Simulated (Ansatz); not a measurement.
input.yaml (Ansatz)

```yaml
crystal:
  lattice:
    - [2.5764167029, 0.0, 0.0]
    - [-1.2882083514, 2.2312423154, 0.0]
    - [0.0, 0.0, 8.4142690258]
  atoms:
    - { symbol: Rh, position: [1.0, 1.0, 1.0], spin: 1.0 }
    - { symbol: Rh, position: [1.0, 1.0, 0.5], spin: 1.0 }
    - { symbol: Rh, position: [0.3333333333, 0.6666666667, 0.25], spin: 1.0 }
    - { symbol: Rh, position: [0.6666666667, 0.3333333333, 0.75], spin: 1.0 }
hamiltonian:
  xc: r2scan
  pseudopotentials:
    kind: paw
    azcp:
      Rh: "pseudopotentials/Rh.paw.azcp"
basis:
  ecutwfc: 500
  fft_grid_basis: typed
kpoints:
  mp_grid: { grid: [18, 18, 5], shift: [0, 0, 0] }
magnetization:
  spin_polarized: true
scf:
  occupations: { method: fermi_dirac, width: 0.05 }
output:
  stress: true
```

Terminal output

```
Engine: ansatz 0.2.0, aarch64-unknown-linux-gnu
Pseudopotentials: kind: paw
Pseudopotential: Rh, paw, valence charge 17, recommended cutoff 500 eV (meta_gga) 
Functional definition: r2SCAN
  parameter k0 = 0.174
  parameter k1 = 0.065
  parameter a1 = 4.9479
  exchange = r2scan_x(k0 = k0, k1 = k1, a1 = a1)
  correlation = r2scan_c
Crystal: 4 atoms, lattice volume = 48.370 Å³
Basis set: ecut = 500 eV, 1243 PW (Γ), exchange–correlation on 80×80×256 points (64 copies of the dense FFT grid, shifted against one another)
Bands: 44, of which v1, the nominal top of the filled ones, is band 34 counted from 1 (33 counted from 0)
Symmetry: 24 space group operations
Space group: P63/mmc (ITA 194), of the structure as read, at distance tolerance 3.6e-5 Å
Magnetic group: BNS 194.263 (UNI 1493), of the structure as read, at distance tolerance 3.6e-5 Å
k-points: 111 of 1620
Non-local potential: Rh, projectors of the file, l = 0: 3, l = 1: 2, l = 2: 2, l = 3: 1
PAW form: soft (Blöchl's): semilocal exchange-correlation on the pseudo side does not see the compensation charge
PAW frozen core: Rh, regenerated for the run's functional (the file was generated under x = pbe(κ = 0.804, μ = 0.2195149727645171), c = pbe(β = 0.06672455060314922))
PAW one-centre angular grid: Rh, 590 points (default); XC on 160 Gauss nodes
Initial density: superposition of atomic densities (chi_scale 0.1, normalization cell)
Starting moments: Σ|m| = 4 μB on 4 of 4 sites
Initial wavefunctions: pseudopotential atomic-orbital guess
Functional: x = r2scan, c = r2scan; τ floored in thin density (d = 2e-4 eV/Å³)
SCF iter   1: F=—  HF=-25662.110308 eV  |F-HF|=—  |Δ(HF+E_count)|=         —  Δρ=6.27e-2 (↑6.27e-2 ↓4.99e-2)  dr2=4.91e0  dr2_τ=3.74e-2  dr2_m=1.34e-1  M=2.499 μB ∫|m|=2.527 μB  β_m=0.80  ethr=3.10e-3  ⟨swp⟩=6.7  Hψ=36210  notcnv=0  defer=23
Mixer restart at iter 1: flushing history
spin=Collinear: Kerker preconditioning applied to the charge; magnetization (m = ρ↑ − ρ↓) channel mixes plain (no charge-response kernel on spin).
SCF iter   2: F=—  HF=-25660.223771 eV  |F-HF|=—  |Δ(HF+E_count)|=    1.89e0  Δρ=3.67e-2 (↑3.67e-2 ↓3.17e-2)  dr2=1.88e0  dr2_τ=2.41e-2  dr2_m=1.92e-2  M=2.234 μB ∫|m|=2.341 μB  β_m=0.54  ethr=3.10e-3  ⟨swp⟩=2.4  Hψ=15329  notcnv=0  defer=589  κ⁻¹=1.0e0(r=1)
SCF iter   3: F=—  HF=-25659.789463 eV  |F-HF|=—  |Δ(HF+E_count)|=   4.34e-1  Δρ=1.20e-2 (↑1.20e-2 ↓9.76e-3)  dr2=1.27e-1  dr2_τ=2.41e-3  dr2_m=4.04e-3  M=1.767 μB ∫|m|=2.009 μB  β_m=0.98  ethr=2.76e-3  ⟨swp⟩=2.5  Hψ=16097  notcnv=0  defer=589  κ⁻¹=4.7e-2(r=2)
...
SCF iter  17: F=—  HF=-25660.124932 eV  |F-HF|=—  |Δ(HF+E_count)|=   6.55e-9  Δρ=1.28e-6 (↑1.05e-6 ↓1.28e-6)  dr2=1.02e-9  dr2_τ=3.16e-11  dr2_m=2.39e-10  M=0.000 μB ∫|m|=0.000 μB  β_m=1.00  ethr=7.23e-12  ⟨swp⟩=2.0  Hψ=17374  notcnv=0  defer=536  κ⁻¹=2.2e-5(r=8)
SCF iter  18: F=—  HF=-25660.124932 eV  |F-HF|=—  |Δ(HF+E_count)|=  6.26e-10  Δρ=1.21e-6 (↑1.21e-6 ↓7.92e-7)  dr2=1.40e-9  dr2_τ=3.42e-11  dr2_m=1.16e-10  M=0.000 μB ∫|m|=0.000 μB  β_m=0.99  ethr=1.51e-12  ⟨swp⟩=1.0  Hψ=27657  notcnv=0  κ⁻¹=6.7e-6(r=8)
SCF iter  19: F=-25660.124932 eV  HF=-25660.124932 eV  |F-HF|=8.04e-10  |Δ(HF+E_count)|=   2.12e-9  Δρ=6.46e-7 (↑5.51e-7 ↓6.46e-7)  dr2=9.46e-10  dr2_τ=1.20e-11  dr2_m=1.64e-11  M=-0.000 μB ∫|m|=0.000 μB  ethr=1.51e-12  ⟨swp⟩=2.5  Hψ=18472  notcnv=0
SCF 1 converged in 19 iterations: F = -25660.124932 eV  dr2 = 9.46e-10
WARN: the starting moments were not kept: the SCF closed with an absolute magnetisation of 8.5e-6 μB, where they sum to 4 μB in size (4 sites). That is at most 0.1 of that sum. Measured as dr2_m measures the in/out step, that magnetisation stands 9.8e-12 eV from none, at or under the dr2_threshold of 1.0e-7 eV: it is no larger than a step whose dr2_m would equal this threshold. The system may hold no moment; this SCF shows only that its start led to no more than that. To try another start: raise the starting moments (crystal.atoms[].spin, magnetization.per_species, magnetization.initial_magnetization, or on a non-collinear deck that types none of these the spinor_matrix: blocks that start its atoms; where the total moment is fixed, keep their sum and leave initial_magnetization as it is; typed ones take the place of any that the run laid by itself, positive ones on a crystal's lanthanoids without a Hubbard term where scf.initial_density.shell_occupations: [] is typed) or, if the notice of its spin-set hold's release reads "site moments contracting" or "site moments show no strong build", lengthen the hold (scf.mixing.spin_hold: { on: { confirm: 4 } }; for m-r²SCAN on two components see the key's manual first). Each may lead to a state that holds a moment. A second SCF, from the converged charge density, with the starting moments and any scf.initial_density.shell_occupations laid on it anew, would have followed, and was not run: the deck does not ask for one (magnetization.retry_lost_moments is false, the default). To let it run, set magnetization.retry_lost_moments: true and run the deck again, where that key's refused combinations let it; where memory then withholds it, that run's warning says so.
this state was not tested for a lower state beside it, because the mixer in use, unlike msr1, does not test its closes by its own steps (another_mixer; see scf.mixing.algorithm and scf.lower_state_search)
SCF converged after 19 iterations
Magnetization: -0.0000 μB (34.0000 up, 34.0000 down)
Absolute magnetization: 0.0000 μB (∫|ρ↑−ρ↓|, with the PAW one-centre terms)
Spin contamination: 0.0000 ħ² per cell (⟨S²⟩ above its minimum at these occupations)
Per-site moments (μB) at R_I (Å): [(-2.0805342631461773e-6, 1.0627489292343342), (-2.080534263153405e-6, 1.0627489292343342), (-1.7025368711144454e-6, 1.0627489292343342), (-1.7025368710914125e-6, 1.0627489292343342)]
Free energy (F): -25660.124932 eV
Harris-Foulkes:  -25660.124932 eV  (|F-HF|=8.04e-10)
Internal energy: -25660.088971 eV  (E = F + TS)
E sigma→0 (E₀):  -25660.106952 eV
Entropy (-TS):   -0.035961 eV (-8.990 meV/atom)
Fermi energy:    26.190248 eV
--- Per-component energies (eV) ---
  E_band       = -178.201500
  E_kinetic    = 2314.450828
  E_local      = -5626.983922  (includes V_loc(G=0)·N_el)
  E_nonlocal   = 1422.944010
  E_hartree    = 1997.447217
  E_xc         = -875.052709
  E_vxc        = -1268.172832  (∫ρ·V_xc dr)
  E_paw        = -14418.421529  (= ΣΔE_a)
  E_vpaw       = -1100.938650  (= ΣTr[D̂ρ^β])
  E_aug_tail   = 0.002485  (compensation charges beyond the density's cutoff)
  E_vtau       = 85.602356  (kinetic-family band-sum trace: ∫τ·v_τ [+ j·A + Jᵃ·Aᵃ] dr)
  E_ewald      = -10472.995513
  E_core_change = -1.479838  (= ΣΔE_core)
  E_smearing   = -0.035961  (= −TS)
  E_closure    = -0.000000  (closes the sum)
  Σ components = -25660.124932   (vs F -25660.124932, Δ=0.00e0)
--- Stress (GPa, compression-positive) ---
       49.909122       0.000000       0.000000
       -0.000000      49.909122      -0.000000
        0.000000      -0.000000      49.343559
  P = ⅓ Tr σ = 49.7206 GPa (497.206 kbar)
```
